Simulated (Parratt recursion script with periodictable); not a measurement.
**EUV peak of a Si/Rh multilayer on Si against the thickness ratio**

| layer, from the top | thickness (Å) | density (g/cm³) | rms roughness of its top face (Å) | δ at 13.5 nm | β at 13.5 nm |
|---|---|---|---|---|---|
| Si (in each period) | varied | 2.313 | 0 | 9.927 × 10⁻⁴ | 0.001813 |
| Rh (in each period) | varied | 12.398 | 0 | 0.1248 | 0.03117 |
| Si (substrate) | – | 2.313 | 0 | 9.927 × 10⁻⁴ | 0.001813 |

The refractive index is n = 1 − δ + iβ; the runs take δ and β at each wavelength of the scan. Vacuum lies above.

Densities are inputs, not measurements. They were set from computed cells of the Materials Project: Si from entry mp-149 (Fd-3m, 2.313 g/cm³); Rh from entry mp-74 (Fm-3m, 12.398 g/cm³). A layer's crystal structure does not enter its constants, only its composition and density.

Simulated, not measured: EUV and soft X-ray reflectivity, Parratt recursion, Névot-Croce roughness, Henke tables (Parratt recursion script with periodictable 1.7.1).

Light falls at α = 5° from the surface normal. It is s-polarised. The wavelength is scanned from 12.42 to 14.58 nm in 161 evenly spaced points, without smoothing. The peak is the highest scan point; its wavelength and height come from a parabola through R at that point and its two neighbours.

The pair is repeated 50 times. The runs differ in the two thicknesses alone; Γ is the share of Rh in the period D.

```
Si (Å)  Rh (Å)     Γ  peak λ (nm)  peak R (%)
------  ------  ----  -----------  ----------
55.4      13.9  0.20       13.658        62.4
48.5      20.8  0.30       13.581        63.4
34.6      34.6  0.50            ?           ?
27.7      41.6  0.60       13.089        48.7
```

Q: Estimate the peak wavelength and height at Γ = 0.50.

A: Wavelength: with δ̄ the thickness-weighted δ at 13.5 nm and α the angle from the normal (sin²α = 0.0076), λ ≈ 2D[(1 − δ̄)² − sin²α]^½.

| Γ | D (Å) | δ̄ | λ by hand (nm) | run minus hand (nm) |
|---|---|---|---|---|
| 0.30 | 69.3 | 0.0382 | 13.276 | 0.305 |
| 0.50 | 69.2 | 0.0629 | 12.913 | to find |
| 0.60 | 69.3 | 0.0753 | 12.759 | 0.330 |

The difference, interpolated in Γ, is 0.322 nm, so λ ≈ 12.913 + 0.322 = 13.235 nm.

Height: the parabola through the rows at Γ = 0.20, 0.30, 0.60 has weights −0.500, 1.000, 0.500 at Γ = 0.50, which give 56.6 %.

The run gave 13.263 nm and 55.6 %, so the estimates miss by 0.028 nm and 1.0 points. Of these 4 runs, Γ = 0.30 has the highest peak.
